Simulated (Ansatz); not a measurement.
**fluorite-structured YSe2**

The computed numbers are results of PBE, scalar-relativistic (no spin polarisation) in the plane-wave PAW code Ansatz at 420 eV, 8×8×8 k-mesh, Gaussian smearing of 0.05 eV. The datasets are Ansatz's generated set soft_2.

```yaml
crystal:
  lattice:
    - [0.00000, 3.42941, 3.42941]
    - [3.42941, 0.00000, 3.42941]
    - [3.42941, 3.42941, 0.00000]
  atoms:
    - { symbol: Y, position: [0.00000, 0.00000, 0.00000] }
    - { symbol: Se, position: [0.25000, 0.25000, 0.25000] }
    - { symbol: Se, position: [0.75000, 0.75000, 0.75000] }
```

This is a trial structure made by placing the elements on a prototype's sites, so it needn't be the stable form.

**Question.** Which orbitals carry the states at the Fermi level, and how many states are there?

**Answer.** Within 0.1 eV of it: Se 4p 88 %, Y 4d 10 % (shares among the projected shells). The density of states at the Fermi level is about 2.8 states/eV per cell, averaged over 0.3 eV.

Density of states (tetrahedra, averaged over 0.4 eV; states/eV per cell of 3 atoms; energy in eV from the Fermi level; projections on Löwdin-orthogonalised atomic orbitals, summed over sites):

```
    E  total  Se 4p  Y 4d  Y 5s  Se 4s  Y 4p
-4.45   0.15   0.11  0.02  0.02   0.00  0.00
-4.05   0.94   0.72  0.09  0.11   0.01  0.00
-3.65   1.48   1.17  0.15  0.12   0.02  0.01
-3.25   4.63   3.71  0.74  0.10   0.03  0.03
-2.85   3.78   3.04  0.57  0.09   0.04  0.02
-2.45   3.02   2.39  0.45  0.09   0.05  0.01
-2.05   1.14   0.93  0.15  0.03   0.02  0.01
-1.65   2.33   1.94  0.26  0.04   0.05  0.01
-1.25   2.34   1.97  0.27  0.03   0.04  0.01
-0.85   2.40   2.01  0.29  0.03   0.04  0.01
-0.45   3.81   3.05  0.65  0.03   0.02  0.01
-0.05   2.60   2.25  0.27  0.01   0.02  0.01
 0.35   0.77   0.68  0.08  0.00   0.01  0.00
 0.75   0.58   0.54  0.02  0.00   0.01  0.00
 1.15   0.03   0.03  0.00  0.00   0.00  0.00
 1.55   0.00   0.00  0.00  0.00   0.00  0.00
 1.95   0.01   0.00  0.01  0.00   0.00  0.00
 2.35   0.54   0.03  0.41  0.07   0.00  0.00
 2.75   4.51   0.20  3.91  0.13   0.02  0.00
 3.15   4.52   0.25  4.01  0.05   0.01  0.00
 3.55   0.43   0.01  0.40  0.00   0.00  0.00
 3.95   3.18   0.23  2.27  0.03   0.28  0.00
 4.35   2.25   0.30  1.47  0.02   0.15  0.00
 4.75   2.80   0.60  1.71  0.05   0.11  0.00
 5.15   3.26   0.87  1.98  0.03   0.04  0.00
 5.55   2.51   0.65  1.43  0.09   0.05  0.00
 5.95   1.46   0.33  0.69  0.09   0.03  0.00
```

With 43 valence electrons in the calculation's cell and no magnetic order, the bands, two electrons each, can't all be full or empty: band theory demands a metal. (Only strong correlation, outside this picture, could make a Mott insulator of it.) A formal count (Y³⁺, Se²⁻) falls 1 electron a formula unit short of closing the anions' shells, so the anion bands keep holes, which fits the metal found.

Spin polarisation wasn't tried. A displaced or strained copy of the relaxed cell lay 2.8 meV/atom lower, so the structure isn't a true minimum at this level, unless the mesh, which matters in a metal, makes it so.
